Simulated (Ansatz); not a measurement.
# Which magnetic order does MnSb (P63/mmc) prefer in this cell?

```yaml
crystal:
  lattice:
    - [4.15000, 0.00000, 0.00000]
    - [-2.07500, 3.59401, 0.00000]
    - [0.00000, 0.00000, 5.78000]
  atoms:
    - { symbol: Mn, position: [0.00000, 0.00000, 0.00000] }
    - { symbol: Mn, position: [0.00000, 0.00000, 0.50000] }
    - { symbol: Sb, position: [0.33333, 0.66667, 0.25000] }
    - { symbol: Sb, position: [0.66667, 0.33333, 0.75000] }
```

The source of the geometry is a structure as deposited in COD; atoms and cell stay fixed.

The runs share PBEsol, 9×9×6 k mesh, Fermi–Dirac smearing of 0.1 eV. PAW means Ansatz 0.2.0 on its default frozen-core files; LAPW is all-electron LAPW in Ansatz 0.2.0. Site moments are integrated in spheres about the atoms, whose radii differ between the methods. Start moments of the first PAW run (μB): Mn1 4, Mn2 4.

Energies count from the run that starts all moments parallel. Patterns list the atoms that start with 0.5 μB or more.

```
               start  ΔF PAW (meV/atom)  ΔF LAPW (meV/atom)  largest moment, PAW (μB)  M, PAW (μB/cell)  order at the end, PAW  P, PAW (GPa)
          Mn1↑, Mn2↑                0.0                 0.0                         ?              6.66                   kept          -7.2
          Mn1↑, Mn2↓              +51.0               +50.9                      3.35              0.00                   kept          -7.5
no spin polarisation                  ?                   –                      0.00              0.00                      –         -19.7
```

Task: What belongs in the row "Mn1↑, Mn2↑", column "largest moment, PAW (μB)"?

Result: 3.40.

Task: Fill in "ΔF PAW (meV/atom)" for the row "no spin polarisation".

Result: +456.7.

Task: Map the PAW energies of the orders that kept their pattern on E = −Σ J s_i s_j over ordered pairs, with couplings only between Mn atoms 2.89 Å apart. What J follows?

Result: Per Mn atom, ΔE = Σ J·(n_parallel state − n_order), where n is the mean of Σ s_i s_j over a shell: Mn1↑, Mn2↓ has ΔE = +102.0 meV and Δn = 4.0. This gives J(2.89 Å) = +25.51 meV, which fits exactly since there are as many orders as couplings. All other shells are lumped into these numbers, so they are effective couplings.

The lowest of these ends as follows. Site moments (μB): Mn1 3.40, Mn2 3.40, Sb3 -0.12, Sb4 -0.12. Cell moment 6.66 μB. Orders of other supercells weren't tried and can lie lower.

The PAW files were made with PBE; the program remakes their cores once for the run's functional and then keeps them frozen. The Ansatz runs typed with the search for lower states off end where their start leads. Spin–orbit coupling is left out although heavy atoms are present. The magnetic state is the one that this cell and start allow. It needn't be the compound's measured order, which may need a larger cell or be absent.
